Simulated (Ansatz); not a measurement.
GaRu$_{3}$C (anti-perovskite, Pm-3m) under volume change, plane-wave PAW PBE (Ansatz code), scaled uniformly.

```
V (Å³/atom)  E − E(relaxed) (meV/atom)  P (GPa)
-----------  -------------------------  -------
11.822                            97.8    29.32
12.212                               …        …
12.602                             9.6     8.15
12.991                             0.0    -0.01
13.381                             8.6    -6.89
13.771                            32.6   -12.67
14.161                               …        …
```

Question: Complete the blanks.

Answer: 
- 12.212, E − E(relaxed) (meV/atom): 40.9
- 12.212, P (GPa): 17.84
- 14.161, E − E(relaxed) (meV/atom): 69.5
- 14.161, P (GPa): -17.53

Question: What does a third-order Birch–Murnaghan fit give for V₀, B₀ and B′?

Answer: V₀ = 12.99 Å³/atom, B₀ = 249 GPa, B′ = 4.7.

The start of the workflow was typed in or built on a structure type; neither database checked (COD, Materials Project) lists it. Whether it is the stable phase at ambient conditions was not checked. The PBE relaxation kept the symmetry of its start; whether a distortion lowers the energy is not shown. The run is not spin-polarised.

Potentials: the later of the program's two PAW sets.
